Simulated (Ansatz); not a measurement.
A scan (energy against volume; even scaling of the relaxed cell, symmetry kept) gave these values. These are r2SCAN (plane waves to 500 eV, PAW, scalar-relativistic; Ansatz, a program for electronic structure) values and carry that method's errors.

| Quantity | Result |
|---|---|
| Bulk modulus at fixed cell shape B₀ (third-order Birch-Murnaghan fit) | 92.8 GPa |
| Pressure derivative B₀′ (fit) | 4.4 |
| Equilibrium volume of the fit | 19.26 Å³/atom |

Problem. Of these crystals, all scanned alike, which one is it?
A) Cd (hcp, Mg type)
B) Re (hcp, Mg type)
C) Y₃Al₃NiGe₂ (space group P-62m)
D) TiO₂ (rutile)

Solution. C, Y₃Al₃NiGe₂ (space group P-62m). The others have, for the bulk modulus at fixed cell shape: TiO2 238 GPa, Cd 57.3 GPa, Re 387 GPa

All were relaxed with their symmetry unable to fall. Re is run without spin polarisation. Spin-orbit coupling is left out. TiO2 is run without spin polarisation. Y3Al3NiGe2 is run without spin polarisation. With the shape held, the modulus is that of even scaling; a crystal free to change shape is softer.

(A scan under strain: stresses follow from slopes of the energy per volume, elastic moduli from its curvatures.)
